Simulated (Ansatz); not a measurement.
Lu2Cr2C3: Lu on a Cr site + Cr on a Lu site

All numbers are calculated (PBEsol, collinear spin, no spin-orbit coupling; Ansatz, PAW set soft_2, 420 eV, k-mesh 4×4×3 shifted by half a step), not measured.

The relaxed host crystal (no gap at this level of theory):

```yaml
crystal:
  lattice:
    - [5.17773, -1.61201, -0.02028]
    - [5.17773, 1.61201, -0.02028]
    - [-1.53136, 0.00000, 5.16603]
  atoms:
    - { symbol: C, position: [0.27685, 0.27685, 0.23806] }
    - { symbol: C, position: [0.72315, 0.72315, 0.76194] }
    - { symbol: C, position: [0.00000, 0.00000, 0.00000] }
    - { symbol: Cr, position: [0.84607, 0.84607, 0.11683] }
    - { symbol: Cr, position: [0.15393, 0.15393, 0.88317] }
    - { symbol: Lu, position: [0.60962, 0.60962, 0.31809] }
    - { symbol: Lu, position: [0.39038, 0.39038, 0.68191] }
```

Supercell of 21 atoms, rows of the matrix [[-1,1,1],[1,0,1],[-1,2,0]] times the cell vectors; Lu on a Cr site at (0.846, 0.846, 0.117); Cr on a Lu site at (1.610, -0.390, -0.682) in fractions of the cell above. Atoms are relaxed at the host's cell, from a start shaken by 0.03 Å near the defect.

How does the lattice relax around the defect?

Distances from the Lu atom (Å), by shell of the perfect crystal:

```
shell      perfect crystal    relaxed, charge 0
  1 C                 1.87                 2.15
  3 C  1.96 (1.95 to 1.97)  2.21 (2.16 to 2.30)
 2 Cr                 2.59  2.82 (2.81 to 2.83)
```

```tsv
charge	moment of the cell (μB)	gap of the cell on the mesh (eV)
0	1.73	0.00
```

At charge 0 the unpaired electrons sit on atoms with moments (μB): 1 Cr of 1.59.

Formation energy of the neutral defect: 4.67 eV; no atoms are exchanged with the outside, so it hangs on no chemical potential.

Relaxed cell at charge 0:

```
Lu2Cr2C3 Lu_Cr+Cr_Lu charge 0
1.0
    -1.5314    3.2240    5.1660
     3.6464   -1.6120    5.1458
     5.1777    4.8360   -0.0203
C Lu Cr
9 6 6
Direct
  0.5311 0.6916 0.8721
  0.8997 0.3496 0.1677
  0.2564 0.9882 0.5102
  0.4501 0.2834 0.1312
  0.7943 0.9652 0.4612
  0.1025 0.6626 0.8043
  0.3373 0.6739 0.3229
  0.6225 0.3351 0.6914
  0.0140 0.0061 0.0004
  0.9174 0.2488 0.4805
  0.6016 0.7155 0.4989
  0.9379 0.3905 0.8416
  0.7129 0.9558 0.8504
  0.0707 0.6220 0.1565
  0.4054 0.2758 0.4865
  0.2327 0.8967 0.7955
  0.5722 0.5437 0.1418
  0.0992 0.7707 0.5251
  0.4131 0.4589 0.8701
  0.7750 0.1108 0.1924
  0.2437 0.0644 0.1884
```

Caveats: small supercell, so energies and levels can be off by tenths of an eV; one random start near the defect, so other minima are possible.
